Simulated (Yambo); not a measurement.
## Convergence of the G0W0 gap of LiHS

G0W0@PBEsol for LiHS (space group Pmc2_1, No. 26) in Yambo. Reference settings: 2×4×1 Γ-centred k mesh, bands 5 to 257 and a 7 Ry block in the screening, 257 bands in G with the Bruneval-Gonze terminator, plasmon pole fitted at 27.2 eV. The PBEsol gap Γ → Γ on this mesh is 3.37 eV; G0W0 gaps are taken between the same points.

```tsv
change from the reference	G0W0 gap Γ → Γ (eV)	shift of the valence edge (eV)	rough Yambo cost
reference settings	5.80	-1.49	1
91 bands in W, 91 bands in G	5.78	-1.23	about 1/3
162 bands in W, 162 bands in G	5.79	-1.40	within a factor of two
91 bands in G	5.80	-1.42	–
162 bands in G	5.80	-1.47	–
1 Ry block	5.56	-0.98	about 1/3
3 Ry block	5.51	-1.17	about 1/2
6 Ry block	5.77	-1.45	within a factor of two
no random integration	5.83	-1.54	–
1×2×1 mesh	5.61	-1.33	about 1/7
91 bands in G, no terminator	5.71	-1.01	–
162 bands in G, no terminator	5.75	-1.27	–
no terminator	5.78	-1.40	–
```

The reference isn't shown to be the converged limit. Costs are rough (shared machines), scaled to the same edge states, and given only for runs that recompute the screening.

Geometry of the Materials Project entry, not relaxed at this level; primitive cell a = 6.101 Å, b = 3.923 Å, c = 7.833 Å, α = β = γ = 90.00°.

A shift is the quasiparticle energy of the state minus its PBEsol energy.
